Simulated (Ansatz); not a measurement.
## Relaxing beryllium (diamond)

Theory: DFT, PBEsol, plane waves (420 eV) with PAW, scalar-relativistic (Ansatz). (PAW data from PBE, frozen cores regenerated.)

k-point mesh 12×12×12, Fermi-Dirac smearing 0.1 eV, no spin polarisation. Cell and atoms relax.

Starting structure:

```yaml
crystal:
  lattice:
    - [0.0, 2.2207471934, 2.2207471934]
    - [2.2207471934, 0.0, 2.2207471934]
    - [2.2207471934, 2.2207471934, 0.0]
  atoms:
    - { symbol: Be, position: [0.125, 0.125, 0.125] }
    - { symbol: Be, position: [0.875, 0.875, 0.875] }
hamiltonian:
  xc: pbesol
  pseudopotentials:
    kind: paw
    azcp:
      Be: "pseudopotentials/Be.paw.azcp"
basis:
  ecutwfc: 420
  fft_grid_basis: typed
kpoints:
  mp_grid: { grid: [12, 12, 12], shift: [0, 0, 0] }
magnetization:
  spin_polarized: false
scf:
  occupations: { method: fermi_dirac, width: 0.1 }
relax:
  max_steps: 60
  f_tol: 0.01
  cell: {}
```

Question: What cell does the relaxation end in?

Answer: Fd-3m with a = 4.875 Å; 14.48 Å³ per atom against 10.95 at the start (32.3 %).

Question: How much energy does the relaxation gain?

Answer: 181.2 meV per atom.
